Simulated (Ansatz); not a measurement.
NiAs-type MnSe

Method: PBEsol, scalar-relativistic; collinear spin; PAW, 420 eV, Γ-centred 10×10×6 mesh, 0.05 eV Gaussian smearing; code Ansatz. The datasets are Ansatz's generated set soft_2.

```
Mn Se
1.0
     3.76024    0.00000    0.00000
    -1.88012    3.25646    0.00000
     0.00000    0.00000    5.65737
Mn Se
2 2
Direct
  0.00000 0.00000 0.00000
  0.00000 0.00000 0.50000
  0.33333 0.66667 0.25000
  0.66667 0.33333 0.75000
```

The start was a prototype's sites filled with these elements. The Crystallography Open Database lists the compound in space groups P63mc, F-43m, Fm-3m (rock salt), so this is a trial structure.

Magnetic state: ferromagnetic, site spin moments Mn 3.55 μB.

The run above is the reference. The same cell was run again with other input settings; several of them aren't fit for production, so the rows show the settings' effect and aren't properties of the material.

| keys changed | outcome | ΔE (meV/atom) | P (GPa) | gap on the mesh (eV) | cell moment (μB) | largest force component (eV/Å) | SCF iterations | rough core-seconds | new warnings |
| --- | --- | --- | --- | --- | --- | --- | --- | --- | --- |
| none (reference) | converged | 0.0 | 0.0 | metal | 7.72 | 0.000 | – | – | – |
| scf.occupations.method: "gaussian" → "fermi_dirac"; scf.occupations.width: 0.05 → 0.1; basis.ecutwfc: 420 → "500 eV"; scf.eigensolver.kind: "davidson" | converged | -0.7 | -0.2 | metal | 7.65 | 0.000 | 13 | 70 | other magnetic order |
| basis.ecutwfc: 420 → "300 eV" | converged | 89.2 | 0.6 | metal | 7.75 | 0.000 | 12 | 27 | cutoff below recommended |
| scf.algorithm: "direct_min" | converged | 0.0 | 0.0 | metal | 7.72 | 0.000 | 10 | 170 | – |

ΔE is the energy with the smearing extrapolated to zero. It is left out where the change alters the Hamiltonian or the spin treatment. The varied runs start from atomic densities (corrected by the program's trained start where that serves), with the default search for lower states unless a row changes it, while the reference went on from a saved state, so a magnet may end in another state whatever the setting.

Problem. What happens with these changes: hamiltonian.hubbard: {"sites": [{"species": "Mn", "l": "d", "u_eff": 5.0}], "double_counting": "fll"}?

Solution. outcome converged, P (GPa) 20.8, gap on the mesh (eV) metal, cell moment (μB) 9.98, largest force component (eV/Å) 0.000, SCF iterations 12, rough core-seconds 50, new warnings filled band counts differ across k points; other magnetic order.

Of the reference: The run wasn't fully tested for a lower electronic state. Site moments are of spin, integrated over atomic spheres. No antiparallel order was tried.
